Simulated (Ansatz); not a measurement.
BN (zinc blende, F-43m) at seven volumes, r²SCAN in the plane-wave PAW code Ansatz, scaled uniformly. One row is withheld.

```json
[
 {"V (Å³/atom)": "5.350", "P (GPa)": "43.86"},
 {"V (Å³/atom)": "5.526", "P (GPa)": "?"},
 {"V (Å³/atom)": "5.703", "P (GPa)": "12.63"},
 {"V (Å³/atom)": "5.879", "P (GPa)": "0.01"},
 {"V (Å³/atom)": "6.056", "P (GPa)": "-10.96"},
 {"V (Å³/atom)": "6.232", "P (GPa)": "-20.51"},
 {"V (Å³/atom)": "6.408", "P (GPa)": "-28.82"}
]
```

### Question
Fit the shown pressures and predict the withheld one.

### Answer
P = (3/2)B₀(x^(7/2) − x^(5/2))[1 + (3/4)(B′ − 4)(x − 1)] with x = (V₀/V)^(2/3). Least squares on the six rows gives V₀ = 5.880 Å³/atom, B₀ = 392 GPa, B′ = 3.64. At V = 5.526, x = 1.0423 and P = 27.25 GPa. The run itself gave 27.15 GPa.

The r²SCAN relaxation kept the symmetry of its start; phonons on a q-mesh show no instability.

Potentials: the later of the program's two PAW sets.
